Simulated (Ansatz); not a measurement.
Starting cell, Se (trigonal-Se type, space group P3_121):

```
CELL_PARAMETERS angstrom
      9.06910     0.00000     0.00000
     -2.26727     3.92703     0.00000
      0.00000     0.00000     5.04146
ATOMIC_POSITIONS crystal
  Se 0.10907 0.00000 0.83333
  Se 0.60907 0.00000 0.83333
  Se 0.00000 0.21814 0.16667
  Se 0.50000 0.21814 0.16667
  Se 0.39093 0.78186 0.50000
  Se 0.89093 0.78186 0.50000
```

In each cell atom 1 (Se, nearest neighbour Se at 2.400 Å; its periodic images, 4.5 Å or more away, move with it) moves by s·(0.000, 0.000, 1.000) (along Cartesian z), the rest being held.

Level of theory: PBE (plane waves to 420 eV, PAW, scalar-relativistic; Ansatz, a quantum-chemistry and plane-wave program). k mesh 7×7×5 (Γ-centred), Fermi-Dirac smearing 0.05 eV. Energies are smeared free energies. Se was relaxed with its symmetry unable to fall. The zero of ΔE is the undisplaced structure.

```csv
s (Å),ΔE (meV/cell)
-0.240,227.3
-0.192,144.8
-0.144,81.2
-0.096,36.0
-0.048,9.0
0.000,0.0
0.048,9.0
0.096,36.1
0.144,81.6
0.192,145.7
0.240,229.1
```

Q: What force constant k = d²E/ds² at s = 0 does the table give?

A: 7.8 eV/Å². It is the second difference of the nearest points, corrected with the next pair.

Q: With k = 7.80 eV/Å² from the forces, is the well harmonic out to s = 0.240 Å?

A: ½ks² = 224.8 meV/cell against the computed 229.1 meV/cell, so the well is close to harmonic there.

(For displaced atoms, the force is minus the slope of the energy, and its curvature is a force constant, which sets phonon frequencies.)
